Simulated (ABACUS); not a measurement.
Set-up for a self-consistent single point of Cu3Sn (Pmmn, 8 atoms in the cell; from Materials Project mp-581786, changed as shown).

```
Cu3Sn
1.0
    4.41016     0.00000     0.00000
    0.00000     5.54117     0.00000
    0.00000     0.00000     4.85986
Cu Sn
6 2
Direct
  0.50000   0.00000   0.30100
  0.00000   0.50000   0.69900
  0.00000   0.75052   0.15581
  0.00000   0.24948   0.15581
  0.50000   0.74948   0.84419
  0.50000   0.25052   0.84419
  0.50000   0.50000   0.34118
  0.00000   0.00000   0.65882
```

All values come from this method and carry its errors: LDA (PW92), numerical atomic orbitals DZP (confined pseudo-atomic orbitals with Gaussian additions; energy shift 0.01 Ry), PseudoDojo 0.4 standard norm-conserving LDA (tails mended) pseudopotentials in ABACUS 3.10.1.

ABACUS settings:

```
key                                                                   value
---------------  ----------------------------------------------------------
basis                   DZP numerical atomic orbitals, energy shift 0.01 Ry
KPT                                                       Gamma 4 4 4 0 0 0
basis_type                                                             lcao
dft_functional                                                        PWLDA
ecutwfc                                                              100 Ry
smearing_method                                                          fd
smearing_sigma                                                0.00367493 Ry
potentials       PseudoDojo 0.4 standard norm-conserving LDA (tails mended)
symmetry                                                                  1
symmetry_prec                                                         1e-05
ks_solver                                                           genelpa
scf_nmax                                                                100
scf_thr                                                             1.0e-06
mixing_type                                                           pulay
mixing_beta                                                             0.7
```

Results:

Number of valence electrons: 142
Number of bands: 86
Number of k-points after the program's reduction: 27
Size of the basis: 206
Number of SCF iterations: 10
Free energy E − TS: -35207.8143 eV
Fermi level (on the code's own zero): 15.34 eV
Pressure: -11.06 GPa
Largest force (vector length): 0.160 eV/Å

Forces (eV/Å):
| atom | Fx | Fy | Fz |
|---|---|---|---|
| Cu1 | 0.000 | 0.000 | -0.160 |
| Cu2 | 0.000 | 0.000 | 0.160 |
| Cu3 | 0.000 | 0.076 | -0.081 |
| Cu4 | 0.000 | -0.076 | -0.081 |
| Cu5 | 0.000 | -0.076 | 0.081 |
| Cu6 | 0.000 | 0.076 | 0.081 |
| Sn7 | 0.000 | 0.000 | 0.090 |
| Sn8 | 0.000 | 0.000 | -0.090 |

Stress (GPa, positive for compression):
```
-13.28    0.00    0.00
  0.00   -8.99    0.00
  0.00    0.00  -10.92
```

For comparison: a first run was changed to give this one (lattice scaled by 1.02), and from it to this one the free energy rises by 44.4 meV/atom, the pressure goes from -5.18 to -11.06 GPa and the largest force goes from 0.126 to 0.160 eV/Å.

The atom-centred basis is finite, which shifts total energies, pressures and forces against plane waves. The structure comes from a collection of computed structures, made at another level of theory; the collection holds predicted forms beside known ones. No clean gap shows at this smearing width and mesh (spacing up to 0.36 Å⁻¹); the mesh is coarse for partly filled bands, so the values carry mesh errors.

Cost on one core: roughly 90 core-seconds.

The atomic orbitals were generated for these runs; they are not ABACUS's published sets and were checked against plane waves on a few crystals only.

“Tails mended”: in these copies of the files the far tail of each local potential was reset to the Coulomb form.
